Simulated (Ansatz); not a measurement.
System: CeO$_{2}$ (fluorite type), 3 atoms in the cell.

```
Ce O
1.0
     0.00000    2.73000    2.73000
     2.73000    0.00000    2.73000
     2.73000    2.73000    0.00000
Ce O
1 2
Direct
  0.00000 0.00000 0.00000
  0.25000 0.25000 0.25000
  0.75000 0.75000 0.75000
```

Code and potentials: Ansatz all-electron PAW datasets made for this crystal. Settings: k-mesh 6×6×6 Γ-centred; Fermi–Dirac smearing of 0.02 eV; no spin polarisation; no spin–orbit coupling. For HSE06: exchange singularity: regularized.

One run gave:

```yaml
Pressure: 0.42 GPa
Gap_on_the_mesh: 2.04 eV
```

Q: Which level of theory was it?
A. PBE
B. r²SCAN
C. HSE06

A: A. All runs:

```json
{"level": "PBE (380 eV)", "pressure (GPa)": "0.42", "gap (eV)": "2.04"}
{"level": "HSE06 (400 eV)", "pressure (GPa)": "-6.90", "gap (eV)": "3.71"}
{"level": "r²SCAN (360 eV)", "pressure (GPa)": "-2.31", "gap (eV)": "2.31"}
```

The stress includes the program's correction for the finite plane-wave basis.

A gap read on the mesh is an upper bound of this method's gap, since the mesh can miss a band edge. Spin–orbit coupling is left out; with heavy elements it can shift the gap and split levels by tenths of an eV. Semilocal functionals give gaps that mostly lie well below measured ones.
